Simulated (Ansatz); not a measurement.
Band table of Ti (bcc type)

```yaml
crystal:
  lattice:
    - [-1.58364, 1.58364, 1.58364]
    - [1.58364, -1.58364, 1.58364]
    - [1.58364, 1.58364, -1.58364]
  atoms:
    - { symbol: Ti, position: [0.00000, 0.00000, 0.00000] }
```

The cell comes from a relaxation on PAW files under the same functional, begun from a prototype that needn't be the stable phase.

All numbers are LDA results (scalar-relativistic) from Ansatz 0.2.0, with a Γ-centred 19×19×19 k mesh, Fermi–Dirac smearing of 0.08 eV, no spin polarisation. Methods: LAPW: all electrons, basis error target 1 meV/atom.

Path points, in fractions of the reciprocal vectors: Γ (0.000, 0.000, 0.000), H (0.500, -0.500, 0.500), N (0.000, 0.000, 0.500), P (0.250, 0.250, 0.250). The distance column jumps between branches of the path. Levels in eV from the Fermi level; bands 5 to 8, counted from the lowest band of the run. The gap is zero, the pressure -0.01 GPa.

```
# k(1/Å) point b5 b6 b7 b8
0.000 Γ -6.02 1.03 1.03 1.03
0.283 - -5.64 1.00 1.00 1.18
0.567 - -4.61 0.99 0.99 1.59
0.850 - -3.21 0.55 1.18 1.18
1.134 - -2.08 -0.63 1.71 1.71
1.417 - -1.86 -1.60 2.61 2.61
1.700 - -2.22 -2.21 3.73 3.73
1.984 H -2.42 -2.42 4.38 4.38
2.184 - -2.32 -2.31 3.91 4.00
2.385 - -2.05 -1.98 2.91 3.13
2.585 - -1.78 -1.45 1.82 2.29
2.785 - -1.80 -0.74 0.85 2.00
2.986 - -2.16 0.10 0.10 2.31
3.186 - -2.52 -0.37 1.00 2.80
3.387 N -2.67 -0.53 1.54 3.02
3.587 - -2.71 -0.46 1.16 3.02
3.787 - -2.95 -0.27 0.57 2.92
3.988 - -3.59 0.02 0.39 2.76
4.188 - -4.48 0.36 0.61 2.25
4.388 - -5.29 0.70 0.88 1.60
4.589 - -5.83 0.94 1.01 1.18
4.789 Γ -6.02 1.03 1.03 1.03
5.035 - -5.74 0.92 0.92 1.29
5.280 - -4.94 0.57 0.57 2.02
5.526 - -3.78 0.07 0.07 2.96
5.771 - -2.46 -0.40 -0.40 3.14
6.016 - -1.27 -0.67 -0.67 3.32
6.262 - -0.73 -0.73 -0.60 3.44
6.507 P -0.63 -0.63 -0.63 3.48
6.753 - -1.00 -0.48 -0.48 3.44
6.998 - -1.15 -0.46 -0.46 3.33
7.244 - -0.75 -0.71 -0.71 3.28
7.489 - -1.23 -1.23 0.30 3.46
7.734 - -1.82 -1.82 1.85 3.83
7.980 - -2.26 -2.26 3.53 4.21
8.225 H -2.42 -2.42 4.38 4.38
9.943 P -0.63 -0.63 -0.63 3.48
10.085 - -0.75 -0.74 -0.44 3.46
10.227 - -1.08 -0.77 -0.16 3.39
10.368 - -1.52 -0.74 0.19 3.29
10.510 - -1.97 -0.68 0.60 3.19
10.652 - -2.34 -0.61 1.03 3.10
10.793 - -2.58 -0.55 1.39 3.04
10.935 N -2.67 -0.53 1.54 3.02
```
